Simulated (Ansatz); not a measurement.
Input:

ZrNi:
```xyz
4
Lattice="1.6316 -5.0140 0.0000 1.6316 5.0140 0.0000 0.0000 0.0000 4.0440" Properties=species:S:1:pos:R:3 pbc="T T T"
Zr     1.6316    -1.3846     1.0110
Zr     1.6316     1.3846     3.0330
Ni     1.6316    -4.1810     1.0110
Ni     1.6316     4.1810     3.0330
```

This is the r²SCAN-relaxed structure.

Q: All from DFT-r²SCAN in the program Ansatz with PAW potentials, unless another level is named. Estimate the formation energy from the elements (no fitted shifts).

A: -0.46 eV/atom.

Q: What about the density of states at the Fermi level?

A: 0.49 states/eV per atom (mean over ±0.08 eV).

Space group Cmcm. The workflow started from a Materials Project entry (that database holds measured and hypothetical structures alike); the Crystallography Open Database files this formula in space group No. 63, but the cells were not matched. Its standing as an ambient phase is unchecked. The r²SCAN relaxation kept the symmetry of its start; whether a distortion lowers the energy is not shown. The run is not spin-polarised. The references are the lowest solids computed at this level, not always the standard phases. Scalar-relativistic: spin–orbit coupling is off unless named, which matters more the heavier the elements.

Potentials: the later of the program's two PAW sets.
